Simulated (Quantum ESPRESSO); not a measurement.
Simulation results for Ag4MoIrPd2 (simulated cell), HfAl2IrRhW3 (simulated cell), Ti3AlSn2Au2 (simulated cell), Ta3CuAg2Os2 (simulated cell) and others

All values are calculated (Quantum ESPRESSO 7.5). Calculation on a made-up metal alloy cell, not a measurement, with one named mistake planted (healthy values lack it): no spin or spin-orbit, unrelaxed, 2900 K smearing, stress positive in tension, cell energy less the intended atoms' offsets; periodic Kohn-Sham density functional theory in plane waves with PseudoDojo standard norm-conserving scalar-relativistic pseudopotentials, each functional with its own files (v0.5 for PBE, v0.4.1 for LDA and PBEsol), eight atoms on drawn sites of a strained close-packed or body-centred lattice, each displaced and held fixed; the energy is the cell's free energy, ions and the entropy term -TS included, at the stated Fermi-Dirac width, less a fixed offset for each atom's element (shifted free energy); compositions with an open d shell lost a parallel starting moment in a cheaper test run, and other magnetic orders were not tried; an error bar is the largest change of its kind in a tighter rerun, never given below 0.002 eV, 0.02 GPa or 0.003 eV/angstrom, and covers cutoff and k-mesh only, not smearing or the files.

Common to all runs: intended functional pbe; fermi dirac smearing 0.25 eV; intended electrons removed 0; run command mpirun -np 4 pw.x -nk 4 -in in; structure shown the intended cell.

Notes on all entries: heavy elements are run without spin-orbit coupling, which real alloys of them have; a spin test at this wide smearing found no moment, but such smearing suppresses magnetism that the real alloy may have; lattice, volume and sites are drawn at random and may be unstable or far from any real phase; energies are for the whole cell, less offsets fitted to these runs, so they are not formation energies.

(1) Ag4MoIrPd2 (simulated cell)

```
Ag4MoIrPd2
1.0
      2.9003     0.0955     4.6299
      2.8986     0.0013    -4.6288
     -2.8156     4.9985     0.0516
Ag Mo Ir Ag Pd
1 1 1 3 2
Direct
  -0.07044 -0.05008 -0.00602
  0.00131 0.02788 0.49206
  0.42249 0.94343 0.33875
  0.42669 0.89536 0.82761
  0.49922 0.52773 0.00965
  0.51824 0.53605 0.52328
  0.90546 0.40865 0.34458
  0.89493 0.41774 0.82953
```

* lattice type: hexagonal close-packed
* cutoff: 1143 eV
* healthy entropy term negative ts: -1.379 eV
* healthy pressure: 0.8 GPa
* healthy stress xx: -0.86 GPa
* healthy stress yy: -2.73 GPa
* healthy stress zz: 1.2 GPa
* healthy stress yz: -0.18 GPa
* healthy stress xz: 2.48 GPa
* healthy stress xy: 0.7 GPa
* fault kind: atoms exchanged
* fault first exchanged site: 3
* fault second exchanged site: 6
* run processor: Intel Xeon, 2023 or later, virtual cores
* k mesh: 5 x 5 x 5 shifted half a step off Gamma on each axis
* healthy shifted free energy: 2.704 eV
* faulty entropy term negative ts: -1.442 eV
* faulty pressure: 1.55 GPa
* faulty stress xx: 3.57 GPa
* faulty stress yy: -3.44 GPa
* faulty stress zz: -4.77 GPa
* faulty stress yz: 0.55 GPa
* faulty stress xz: -1.37 GPa
* faulty stress xy: 0.5 GPa
* faulty shifted free energy: 2.921 eV

Atoms:
| atoms element | atom site | atom energy offset (eV) |
| --- | --- | --- |
| Ag | 1 | -4218.03 |
| Mo | 2 | -1911.95 |
| Ir | 3 | -3133.86 |
| Ag | 4 | -4218.03 |
| Ag | 5 | -4218.03 |
| Ag | 6 | -4218.03 |
| Pd | 7 | -3687.45 |
| Pd | 8 | -3687.45 |

Healthy forces:
| site | x (eV/Å) | y (eV/Å) | z (eV/Å) |
| --- | --- | --- | --- |
| 1 | 3.719 | 0.855 | 1.099 |
| 2 | -0.438 | 0.723 | 0.3 |
| 3 | -0.608 | 0.341 | -0.458 |
| 4 | -0.305 | -0.075 | -3.431 |
| 5 | -2.83 | 0.366 | 0.796 |
| 6 | -0.321 | -2.191 | 0.729 |
| 7 | 0.826 | -0.304 | -0.271 |
| 8 | -0.043 | 0.285 | 1.236 |

Faulty forces:
| site | x (eV/Å) | y (eV/Å) | z (eV/Å) |
| --- | --- | --- | --- |
| 1 | 3.73 | 0.848 | 0.977 |
| 2 | -0.51 | 1.4 | -0.115 |
| 3 | -0.553 | -0.051 | -0.245 |
| 4 | -0.264 | -0.165 | -3.424 |
| 5 | -2.719 | 0.356 | 0.968 |
| 6 | -0.475 | -2.276 | 1.241 |
| 7 | 0.907 | -0.042 | -0.318 |
| 8 | -0.116 | -0.07 | 0.917 |

Notes: error bars of the healthy run: energy 0.0074 eV, stress 0.065 GPa, force 0.0046 eV/Å, from a tighter rerun of this or a related cell; 16 SCF iterations, 380 s of wall time on a shared machine.

(2) HfAl2IrRhW3 (simulated cell)

```
HfAl2IrRhW3
1.0
     -0.0205     0.0619    -4.0613
      4.0653    -0.0262     0.0205
      0.0523    -8.0776     0.1237
W Rh Al W Hf Al Ir
1 1 1 2 1 1 1
Direct
  0.01820 -0.01135 0.01327
  0.04111 -0.00319 0.48770
  -0.01546 0.50777 0.24186
  -0.02278 0.49643 0.75497
  0.49017 0.00544 0.26044
  0.49936 0.02237 0.76060
  0.49647 0.45895 -0.00394
  0.52212 0.51523 0.50208
```

- lattice type: face-centred cubic
- cutoff: 1197 eV
- healthy entropy term negative ts: -1.21 eV
- healthy pressure: -6.68 GPa
- healthy stress xx: 3.15 GPa
- healthy stress yy: 12.09 GPa
- healthy stress zz: 4.8 GPa
- healthy stress yz: -1.62 GPa
- healthy stress xz: 1.45 GPa
- healthy stress xy: -0.21 GPa
- fault kind: wrong functional
- fault functional: lda
- run processor: AMD EPYC, Zen 5, virtual cores
- k mesh: 6 x 6 x 3 shifted half a step off Gamma on each axis
- healthy shifted free energy: -1.695 eV
- faulty entropy term negative ts: -1.232 eV
- faulty pressure: -17.8 GPa
- faulty stress xx: 14.03 GPa
- faulty stress yy: 23.21 GPa
- faulty stress zz: 16.16 GPa
- faulty stress yz: -1.24 GPa
- faulty stress xz: 1.26 GPa
- faulty stress xy: -0.01882 GPa
- faulty shifted free energy: -5.98 eV

Atoms:
| atoms element | atom site | atom energy offset (eV) |
| --- | --- | --- |
| W | 1 | -2063.48 |
| Rh | 2 | -3191.96 |
| Al | 3 | -63.26 |
| W | 4 | -2063.48 |
| W | 5 | -2063.48 |
| Hf | 6 | -1535.13 |
| Al | 7 | -63.26 |
| Ir | 8 | -3133.86 |

Healthy forces:
| site | x (eV/Å) | y (eV/Å) | z (eV/Å) |
| --- | --- | --- | --- |
| 1 | 0.188 | -0.698 | 0.819 |
| 2 | 0.384 | -0.141 | 0.791 |
| 3 | -0.386 | -1.58 | -0.226 |
| 4 | 0.987 | 0.163 | -1.351 |
| 5 | -0.383 | 0.406 | -0.396 |
| 6 | -2.114 | 2.264 | 0.56 |
| 7 | 1.692 | -1.137 | -0.149 |
| 8 | -0.368 | 0.724 | -0.049 |

Faulty forces:
| site | x (eV/Å) | y (eV/Å) | z (eV/Å) |
| --- | --- | --- | --- |
| 1 | 0.227 | -0.553 | 0.68 |
| 2 | 0.325 | -0.156 | 0.592 |
| 3 | -0.342 | -1.604 | -0.204 |
| 4 | 0.866 | 0.248 | -1.162 |
| 5 | -0.383 | 0.18 | -0.233 |
| 6 | -1.903 | 2.29 | 0.525 |
| 7 | 1.525 | -0.961 | -0.125 |
| 8 | -0.314 | 0.557 | -0.073 |

Notes: another functional or element uses other pseudopotential files, so its energy jump is mostly a change of zero; error bars of the healthy run: energy 0.0026 eV, stress 0.02 GPa, force 0.0048 eV/Å, from a tighter rerun of this or a related cell; 16 SCF iterations, 200 s of wall time on a shared machine.

(3) Ti3AlSn2Au2 (simulated cell)

```
Ti3AlSn2Au2
1.0
     -0.0281     2.0870     2.0866
     -4.2001     2.1569    -2.1002
     -4.0695    -6.2275     6.2823
Au Al Sn Ti Sn Ti Au
1 1 1 2 1 1 1
Direct
  -0.03510 0.05022 -0.00264
  0.02007 0.22976 0.74122
  0.00144 0.48978 0.50393
  -0.02021 0.75032 0.25042
  0.46405 -0.01273 0.48652
  0.55461 0.25638 0.27111
  0.49509 0.51378 -0.00610
  0.52967 0.74796 0.74402
```

- lattice type: face-centred cubic
- cutoff: 1143 eV
- healthy entropy term negative ts: -1.356 eV
- healthy pressure: 5.87 GPa
- healthy stress xx: -5.2 GPa
- healthy stress yy: -6.2 GPa
- healthy stress zz: -6.21 GPa
- healthy stress yz: -2.52 GPa
- healthy stress xz: 4.02 GPa
- healthy stress xy: -4.73 GPa
- fault kind: wrong element
- fault wrong element site: 5
- fault wrong element: Ta
- run processor: AMD EPYC, older, virtual cores
- k mesh: 8 x 5 x 3 shifted half a step off Gamma on each axis
- healthy shifted free energy: -0.355 eV
- faulty entropy term negative ts: -1.288 eV
- faulty pressure: 7.51 GPa
- faulty stress xx: -6.77 GPa
- faulty stress yy: -7.84 GPa
- faulty stress zz: -7.91 GPa
- faulty stress yz: -1.7 GPa
- faulty stress xz: 3.67 GPa
- faulty stress xy: -4.37 GPa
- faulty shifted free energy: -155.8 eV

Atoms:
| atoms element | atom site | atom energy offset (eV) |
| --- | --- | --- |
| Au | 1 | -4032.82 |
| Al | 2 | -63.26 |
| Sn | 3 | -2144.16 |
| Ti | 4 | -1615.4 |
| Ti | 5 | -1615.4 |
| Sn | 6 | -2144.16 |
| Ti | 7 | -1615.4 |
| Au | 8 | -4032.82 |

Healthy forces:
| site | x (eV/Å) | y (eV/Å) | z (eV/Å) |
| --- | --- | --- | --- |
| 1 | 0.563 | -0.024 | 0.361 |
| 2 | -0.158 | -0.683 | 0.375 |
| 3 | -2.03 | -0.505 | 0.699 |
| 4 | 0.669 | 0.415 | -0.016 |
| 5 | -0.328 | -0.522 | 0.911 |
| 6 | 2.087 | 1.637 | -2.409 |
| 7 | -0.389 | 0.07 | -0.265 |
| 8 | -0.415 | -0.39 | 0.343 |

Faulty forces:
| site | x (eV/Å) | y (eV/Å) | z (eV/Å) |
| --- | --- | --- | --- |
| 1 | 0.546 | -0.046 | 0.376 |
| 2 | -0.123 | -0.746 | 0.415 |
| 3 | -2.155 | -0.466 | 0.628 |
| 4 | 0.979 | 0.343 | 0.017 |
| 5 | -0.636 | -0.797 | 1.252 |
| 6 | 2.081 | 2.109 | -2.852 |
| 7 | -0.357 | 0.105 | -0.305 |
| 8 | -0.334 | -0.503 | 0.469 |

Notes: the tin pseudopotential is less sure than most, with forces differing by about three percent from a second method on plain tin; another functional or element uses other pseudopotential files, so its energy jump is mostly a change of zero; error bars of the healthy run: energy 0.0081 eV, stress 0.036 GPa, force 0.015 eV/Å, from a tighter rerun of this or a related cell; 19 SCF iterations, 282 s of wall time on a shared machine.

(4) Ta3CuAg2Os2 (simulated cell)

```
Ta3CuAg2Os2
1.0
     -2.0132    -4.0264    -2.0132
     -4.0264     2.0132     2.0132
      0.0000     4.0264    -4.0264
Ag Ta Cu Ag Os Ta
1 1 1 1 2 2
Direct
  -0.00961 -0.01938 0.02601
  -0.00899 -0.01033 0.49454
  0.01642 0.52967 0.24490
  0.02349 0.52109 0.77130
  0.52764 0.24368 0.36020
  0.49867 0.25441 0.87417
  0.49681 0.80452 0.11819
  0.51840 0.74760 0.63822
```

* lattice type: face-centred cubic
* cutoff: 1252 eV
* healthy entropy term negative ts: -1.293 eV
* healthy pressure: 4.64 GPa
* healthy stress xx: -0.84 GPa
* healthy stress yy: -6.74 GPa
* healthy stress zz: -6.33 GPa
* healthy stress yz: 1.44 GPa
* healthy stress xz: -3 GPa
* healthy stress xy: -3.24 GPa
* fault kind: cell scaled
* fault length scale change: 0.87 percent
* run processor: Intel Xeon, 2023 or later, virtual cores
* k mesh: 5 x 5 x 4 shifted half a step off Gamma on each axis
* healthy shifted free energy: 0.476 eV
* faulty entropy term negative ts: -1.332 eV
* faulty pressure: -0.6 GPa
* faulty stress xx: 4.11 GPa
* faulty stress yy: -1.36 GPa
* faulty stress zz: -0.94 GPa
* faulty stress yz: 1.32 GPa
* faulty stress xz: -2.93 GPa
* faulty stress xy: -3.25 GPa
* faulty shifted free energy: 0.434 eV

Atoms:
| atoms element | atom site | atom energy offset (eV) |
| --- | --- | --- |
| Ag | 1 | -4218.03 |
| Ta | 2 | -1771.44 |
| Cu | 3 | -5159.25 |
| Ag | 4 | -4218.03 |
| Os | 5 | -2753.07 |
| Os | 6 | -2753.07 |
| Ta | 7 | -1771.44 |
| Ta | 8 | -1771.44 |

Healthy forces:
| site | x (eV/Å) | y (eV/Å) | z (eV/Å) |
| --- | --- | --- | --- |
| 1 | -2.055 | -0.753 | 1.302 |
| 2 | -3.261 | 0.151 | -0.962 |
| 3 | 0.954 | 0.202 | -0.657 |
| 4 | 1.625 | -0.352 | 0.283 |
| 5 | -0.907 | 1.13 | -0.238 |
| 6 | 0.052 | -0.182 | 0.733 |
| 7 | 2.349 | 0.272 | -1.374 |
| 8 | 1.242 | -0.467 | 0.913 |

Faulty forces:
| site | x (eV/Å) | y (eV/Å) | z (eV/Å) |
| --- | --- | --- | --- |
| 1 | -1.869 | -0.689 | 1.184 |
| 2 | -3.049 | 0.184 | -0.833 |
| 3 | 0.843 | 0.221 | -0.598 |
| 4 | 1.479 | -0.331 | 0.273 |
| 5 | -0.705 | 0.865 | -0.279 |
| 6 | 0.148 | -0.149 | 0.664 |
| 7 | 2.018 | 0.336 | -1.249 |
| 8 | 1.135 | -0.438 | 0.837 |

Notes: the copper pseudopotential is less sure than most, with forces differing by about three percent and pressure by about two GPa from a second method on plain copper; error bars of the healthy run: energy 0.002 eV, stress 0.079 GPa, force 0.017 eV/Å, from a tighter rerun of this or a related cell; 17 SCF iterations, 548 s of wall time on a shared machine.

(5) Ta2VCu4W (simulated cell)

```
Ta2VCu4W
1.0
     -2.7720     0.0033    -0.0033
     -0.0111     4.9066    -4.5084
      0.0005    -4.8456    -4.4421
W V Cu Ta Cu Ta
1 1 1 1 3 1
Direct
  -0.06435 -0.00137 -0.00962
  0.04617 0.41088 0.08013
  -0.00527 0.51083 0.51779
  0.04014 0.90167 0.57610
  0.55348 0.18100 0.32968
  0.50995 0.22552 0.74827
  0.51847 0.68627 0.85268
  0.48723 0.75951 0.23946
```

* lattice type: hexagonal close-packed
* cutoff: 1252 eV
* healthy entropy term negative ts: -1.462 eV
* healthy pressure: 1.19 GPa
* healthy stress xx: 1.05 GPa
* healthy stress yy: -0.56 GPa
* healthy stress zz: -4.06 GPa
* healthy stress yz: -1.99 GPa
* healthy stress xz: -0.12 GPa
* healthy stress xy: 2.08 GPa
* fault kind: wrong element
* fault wrong element site: 7
* fault wrong element: Os
* run processor: Intel Xeon, 2023 or later, virtual cores
* k mesh: 8 x 4 x 4 shifted half a step off Gamma on each axis
* healthy shifted free energy: 0.769 eV
* faulty entropy term negative ts: -1.534 eV
* faulty pressure: 5.59 GPa
* faulty stress xx: -5.02 GPa
* faulty stress yy: -3.2 GPa
* faulty stress zz: -8.55 GPa
* faulty stress yz: -2.14 GPa
* faulty stress xz: 0.33 GPa
* faulty stress xy: 2.77 GPa
* faulty shifted free energy: 2407 eV

Atoms:
| atoms element | atom site | atom energy offset (eV) |
| --- | --- | --- |
| W | 1 | -2063.48 |
| V | 2 | -2008.71 |
| Cu | 3 | -5159.25 |
| Ta | 4 | -1771.44 |
| Cu | 5 | -5159.25 |
| Cu | 6 | -5159.25 |
| Cu | 7 | -5159.25 |
| Ta | 8 | -1771.44 |

Healthy forces:
| site | x (eV/Å) | y (eV/Å) | z (eV/Å) |
| --- | --- | --- | --- |
| 1 | -0.594 | 1.389 | -1.367 |
| 2 | 0.056 | -0.069 | 0.382 |
| 3 | -0.046 | -0.554 | 0.622 |
| 4 | -0.051 | 0.139 | -1.723 |
| 5 | 0.333 | -0.112 | -0.351 |
| 6 | 0.137 | 1.265 | -0.58 |
| 7 | 0.251 | -0.335 | 2.197 |
| 8 | -0.085 | -1.723 | 0.821 |

Faulty forces:
| site | x (eV/Å) | y (eV/Å) | z (eV/Å) |
| --- | --- | --- | --- |
| 1 | -0.663 | 1.777 | -1.746 |
| 2 | 0.041 | 0.183 | 0.458 |
| 3 | -0.061 | -0.587 | 0.848 |
| 4 | -0.103 | 0.361 | -1.756 |
| 5 | 0.36 | -0.074 | -0.443 |
| 6 | 0.111 | 1.36 | -0.76 |
| 7 | 0.311 | -1.081 | 2.446 |
| 8 | 0.004 | -1.939 | 0.953 |

Notes: the copper pseudopotential is less sure than most, with forces differing by about three percent and pressure by about two GPa from a second method on plain copper; another functional or element uses other pseudopotential files, so its energy jump is mostly a change of zero; error bars of the healthy run: energy 0.0042 eV, stress 0.02 GPa, force 0.0069 eV/Å, from a tighter rerun of this or a related cell; 25 SCF iterations, 468 s of wall time on a shared machine.

(6) Ta4SnIrPdW (simulated cell)

```
Ta4SnIrPdW
1.0
     -0.0457     4.0990    -0.0162
     -4.0263     0.0619    -4.1019
     -4.1121     0.0296     4.1877
Pd Sn W Ta Ir Ta
1 1 1 3 1 1
Direct
  0.03134 0.03773 -0.00400
  -0.01052 0.01090 0.50506
  0.00422 0.49256 0.01392
  -0.03906 0.52792 0.49780
  0.51421 0.25065 0.26439
  0.51030 0.25227 0.73222
  0.48586 0.76877 0.27322
  0.49482 0.71912 0.72017
```

* lattice type: face-centred cubic
* cutoff: 1116 eV
* healthy entropy term negative ts: -1.509 eV
* healthy pressure: 9.91 GPa
* healthy stress xx: -9.66 GPa
* healthy stress yy: -10.8 GPa
* healthy stress zz: -9.29 GPa
* healthy stress yz: -1.58 GPa
* healthy stress xz: -3.29 GPa
* healthy stress xy: -3.65 GPa
* fault kind: cell scaled
* fault length scale change: 1.32 percent
* run processor: Intel Xeon, 2023 or later, virtual cores
* k mesh: 6 x 4 x 4 shifted half a step off Gamma on each axis
* healthy shifted free energy: 0.477 eV
* faulty entropy term negative ts: -1.572 eV
* faulty pressure: 1.51 GPa
* faulty stress xx: -1.38 GPa
* faulty stress yy: -2.36 GPa
* faulty stress zz: -0.79 GPa
* faulty stress yz: -1.4 GPa
* faulty stress xz: -2.96 GPa
* faulty stress xy: -3.22 GPa
* faulty shifted free energy: 0.284 eV

Atoms:
| atoms element | atom site | atom energy offset (eV) |
| --- | --- | --- |
| Pd | 1 | -3687.45 |
| Sn | 2 | -2144.16 |
| W | 3 | -2063.48 |
| Ta | 4 | -1771.44 |
| Ta | 5 | -1771.44 |
| Ta | 6 | -1771.44 |
| Ir | 7 | -3133.86 |
| Ta | 8 | -1771.44 |

Healthy forces:
| site | x (eV/Å) | y (eV/Å) | z (eV/Å) |
| --- | --- | --- | --- |
| 1 | 1.425 | -0.34 | 1.268 |
| 2 | 0.62 | 1.087 | -0.201 |
| 3 | -1.425 | -0.096 | -1.642 |
| 4 | 2.303 | 2.342 | 0.569 |
| 5 | 1.031 | -1.138 | -2.304 |
| 6 | -2.119 | -0.853 | 1.918 |
| 7 | 1.607 | -0.012 | -1.414 |
| 8 | -3.442 | -0.99 | 1.805 |

Faulty forces:
| site | x (eV/Å) | y (eV/Å) | z (eV/Å) |
| --- | --- | --- | --- |
| 1 | 1.155 | -0.26 | 1.011 |
| 2 | 0.595 | 0.971 | -0.176 |
| 3 | -1.213 | -0.092 | -1.361 |
| 4 | 2.12 | 2.038 | 0.454 |
| 5 | 0.925 | -1.006 | -2.068 |
| 6 | -2.028 | -0.758 | 1.595 |
| 7 | 1.311 | -0.002 | -1.069 |
| 8 | -2.865 | -0.891 | 1.615 |

Notes: the tin pseudopotential is less sure than most, with forces differing by about three percent from a second method on plain tin; error bars of the healthy run: energy 0.0096 eV, stress 0.049 GPa, force 0.0081 eV/Å, from a tighter rerun of this or a related cell; 19 SCF iterations, 456 s of wall time on a shared machine.
